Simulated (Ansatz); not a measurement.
## Be₂ZnSe₃ (I-4m2) at 2 levels of theory

One geometry, relaxed with PBE; plane waves with PAW potentials in Ansatz, scalar-relativistic. No spin polarisation. Gaps are the least over mesh and band path; pressure is positive in compression.

```cif
data_structure
_symmetry_space_group_name_H-M 'I-4m2'
_symmetry_Int_Tables_number 119
_cell_length_a 3.7744
_cell_length_b 3.7744
_cell_length_c 16.2574
_cell_angle_alpha 90.000
_cell_angle_beta 90.000
_cell_angle_gamma 90.000
_cell_volume 231.60
loop_
_atom_site_label
_atom_site_type_symbol
_atom_site_symmetry_multiplicity
_atom_site_Wyckoff_symbol
_atom_site_fract_x
_atom_site_fract_y
_atom_site_fract_z
_atom_site_occupancy
Be1 Be 4 e 0.00000 0.00000 0.32800 1
Zn1 Zn 2 a 0.00000 0.00000 0.00000 1
Se1 Se 4 f 0.50000 0.00000 0.40455 1
Se2 Se 2 c 0.00000 0.50000 0.25000 1
```

```csv
level,cutoff (eV),k mesh,gap (eV),pressure (GPa)
PBE,420,8×8×8,2.65,0.0
```

Task: What comes out on the same cell with r2SCAN?

Result:
| level | cutoff (eV) | k mesh | gap (eV) | pressure (GPa) |
| --- | --- | --- | --- | --- |
| r2SCAN | 500 | 8×8×8 | 3.11 | -1.3 |

The structure comes from a generated guess; another structure or a mixture of phases may lie lower.
